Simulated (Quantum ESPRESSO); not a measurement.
# Band energies of AgCl

```
CELL_PARAMETERS angstrom
      0.00000     2.72381     2.72381
      2.72381     0.00000     2.72381
      2.72381     2.72381     0.00000
ATOMIC_POSITIONS crystal
  Cl 0.50000 0.50000 0.50000
  Ag 0.00000 0.00000 0.00000
```

PBEsol (Quantum ESPRESSO, PseudoDojo norm-conserving, 82 Ry, no spin-orbit coupling); path ΓXWKΓLUWLK,UX; energies in eV from the valence-band maximum.

| k (1/Å) | point | band 9 | band 10 | band 11 | band 12 | band 13 | band 14 | band 15 | band 16 |
|---|---|---|---|---|---|---|---|---|---|
| 0.00 | Γ | -2.67 | -2.67 | -2.55 | -2.55 | -2.55 | 0.73 | 10.54 | 10.54 |
| 0.31 |  | -2.78 | -2.63 | -2.12 | -2.12 | -1.69 | 1.98 | 9.37 | 9.48 |
| 0.73 |  | -2.99 | -2.51 | -1.96 | -1.96 | -1.53 | 3.24 | 7.28 | 8.10 |
| 1.15 | X | -3.10 | -2.45 | -2.14 | -2.14 | -2.02 | 2.13 | 7.71 | 8.65 |
| 1.61 |  | -2.30 | -2.14 | -2.14 | -2.13 | -1.39 | 3.85 | 7.59 | 7.90 |
| 1.73 | W | -2.19 | -2.19 | -2.14 | -2.13 | -1.35 | 4.16 | 7.70 | 7.70 |
| 2.14 | K | -2.56 | -2.21 | -2.02 | -1.81 | -1.18 | 3.45 | 7.06 | 8.02 |
| 2.55 |  | -2.40 | -2.29 | -1.85 | -1.81 | -0.08 | 4.96 | 5.78 | 7.53 |
| 2.85 |  | -2.57 | -2.43 | -1.97 | -1.94 | -0.55 | 3.09 | 7.93 | 8.13 |
| 3.26 |  | -2.70 | -2.68 | -2.44 | -2.38 | -2.19 | 0.88 | 10.23 | 10.45 |
| 3.36 | Γ | -2.67 | -2.67 | -2.55 | -2.55 | -2.55 | 0.73 | 10.54 | 10.54 |
| 3.66 |  | -2.62 | -2.62 | -2.35 | -1.56 | -1.56 | 1.76 | 8.86 | 10.06 |
| 4.06 |  | -2.37 | -2.37 | -2.06 | -0.36 | -0.36 | 3.63 | 6.87 | 7.98 |
| 4.36 | L | -2.28 | -2.28 | -1.94 | 0.00 | 0.00 | 3.88 | 6.74 | 7.35 |
| 4.46 |  | -2.29 | -2.28 | -1.94 | -0.10 | -0.04 | 4.01 | 6.42 | 7.42 |
| 4.86 |  | -2.43 | -2.25 | -2.01 | -1.45 | -0.71 | 4.20 | 6.23 | 7.92 |
| 5.07 | U | -2.56 | -2.21 | -2.02 | -1.81 | -1.18 | 3.45 | 7.06 | 8.02 |
| 5.17 |  | -2.52 | -2.21 | -2.03 | -1.84 | -1.21 | 3.55 | 7.09 | 7.99 |
| 5.47 | W | -2.19 | -2.19 | -2.14 | -2.13 | -1.35 | 4.16 | 7.70 | 7.70 |
| 5.58 |  | -2.28 | -2.23 | -2.10 | -1.98 | -1.27 | 4.21 | 7.21 | 7.72 |
| 5.98 |  | -2.33 | -2.28 | -1.98 | -0.73 | -0.32 | 4.85 | 5.38 | 7.96 |
| 6.29 | L | -2.28 | -2.28 | -1.94 | 0.00 | 0.00 | 3.88 | 6.74 | 7.35 |
| 6.38 |  | -2.29 | -2.28 | -1.94 | -0.08 | -0.03 | 3.98 | 6.48 | 7.41 |
| 6.73 |  | -2.40 | -2.26 | -2.01 | -1.24 | -0.57 | 4.46 | 5.88 | 7.95 |
| 7.00 | K | -2.56 | -2.21 | -2.02 | -1.81 | -1.18 | 3.45 | 7.06 | 8.02 |
| 7.00 | U | -2.56 | -2.21 | -2.02 | -1.81 | -1.18 | 3.45 | 7.06 | 8.02 |
| 7.40 | X | -3.10 | -2.45 | -2.14 | -2.14 | -2.02 | 2.13 | 7.71 | 8.65 |

The PBEsol gap is indirect, 0.73 eV, from L to Γ; the smallest direct gap is 3.04 eV.

Spin-orbit splittings are left out.

Geometry relaxed with PBEsol.
